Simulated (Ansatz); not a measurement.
Zr2Au:
```
CELL_PARAMETERS angstrom
     -1.64839     1.64839     5.83435
      1.64839    -1.64839     5.83435
      1.64839     1.64839    -5.83435
ATOMIC_POSITIONS crystal
  Zr 0.65989 0.65989 0.00000
  Zr 0.34011 0.34011 0.00000
  Au 0.00000 0.00000 0.00000
```

Relaxed with r²SCAN. Special points in fractions of this cell's reciprocal vectors: Γ (0.000, 0.000, 0.000); X (0.000, 0.000, 0.500); P (0.250, 0.250, 0.250); N (0.000, 0.500, 0.000); M (0.500, 0.500, -0.500); S (0.270, 0.730, -0.270); S0 (-0.270, 0.270, 0.270); R (-0.040, 0.040, 0.500); G (0.500, 0.500, -0.040).

**Question.** List the band energies nearest the Fermi level at these points for r²SCAN in the plane-wave PAW code Ansatz.

**Answer.** In eV from the Fermi level; about four levels below and three above (degenerate sets whole), none deeper than 8.9 eV; points with the same levels are listed once.

```json
[
 {"k": "Γ", "below": "-4.51 -3.34 -1.95 -0.82", "above": "0.69 1.76 1.76"},
 {"k": "X", "below": "-2.27 -2.25 -1.10 -0.85", "above": "1.26 1.97 4.01"},
 {"k": "P", "below": "-2.59 -2.26 -1.93 -1.93", "above": "0.35 0.35 2.45"},
 {"k": "N", "below": "-3.31 -2.88 -1.33 -0.90", "above": "0.24 0.50 0.85"},
 {"k": "M", "below": "-4.90 -4.90 -4.51 -1.50 -0.66", "above": "0.13 0.95 0.95"},
 {"k": "S", "below": "-2.30 -1.63 -0.63 -0.17", "above": "0.41 1.03 1.07"},
 {"k": "R", "below": "-2.39 -2.17 -1.19 -0.89", "above": "1.21 2.13 3.97 3.97"}
]
```

Space group I4/mmm (MoSi2 or CaC2 type). The workflow started from a Materials Project entry (that database holds measured and hypothetical structures alike); the Crystallography Open Database files this formula in space group No. 139, but the cells were not matched. Its standing as an ambient phase is unchecked. Symmetry was held in the r²SCAN relaxation; whether a distortion lowers the energy is not shown. No spin polarisation was allowed. Scalar-relativistic: spin–orbit coupling is off unless named, which matters more the heavier the elements.

Potentials: the later of the program's two PAW sets.
